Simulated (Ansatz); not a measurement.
This cell of TaN (space group P6/mmm) is off equilibrium:

```
CELL_PARAMETERS angstrom
      5.16631     0.00000     0.00000
     -2.58316     4.47416     0.00000
      0.00000     0.00000     2.88930
ATOMIC_POSITIONS crystal
  Ta 0.00000 0.00000 0.00000
  Ta 0.33333 0.66667 0.50000
  Ta 0.66667 0.33333 0.50000
  N  0.62775 0.00000 0.00000
  N  0.37225 0.37225 0.00000
  N  0.00000 0.62775 0.00000
```

These are LDA (plane waves to 420 eV, PAW, scalar-relativistic; Ansatz, a first-principles code) values and carry that method's errors. k mesh 11×11×16 (Γ-centred), Fermi-Dirac smearing 0.05 eV. Stress and pressure are positive under compression. With partly filled bands, energies and forces of such displacements shift with the k mesh and the smearing. Spin-orbit coupling is left out, though Ta is heavy. TaN is run without spin polarisation. TaN was relaxed with its symmetry unable to fall. This is one of several known forms of TaN; the measured ambient cells at hand have space group No. 189.

**Question.** Predict the force on every atom, in eV/Å.

**Answer.** 
| atom | Fx | Fy | Fz |
|---|---|---|---|
| Ta1 | 0.000 | 0.000 | 0.000 |
| Ta2 | 0.000 | 0.000 | 0.000 |
| Ta3 | 0.000 | 0.000 | 0.000 |
| N4 | -2.763 | 0.000 | 0.000 |
| N5 | 1.382 | 2.393 | 0.000 |
| N6 | 1.382 | -2.393 | 0.000 |

**Question.** What is the stress tensor (GPa)?

**Answer.** 
```
    4.8      0.0      0.0
    0.0      4.8      0.0
    0.0      0.0     -4.9
```
The pressure, a third of the trace, is 1.6 GPa.

(A displaced cell: forces are minus the slopes of the energy, force constants its curvatures, and phonons follow from these.)
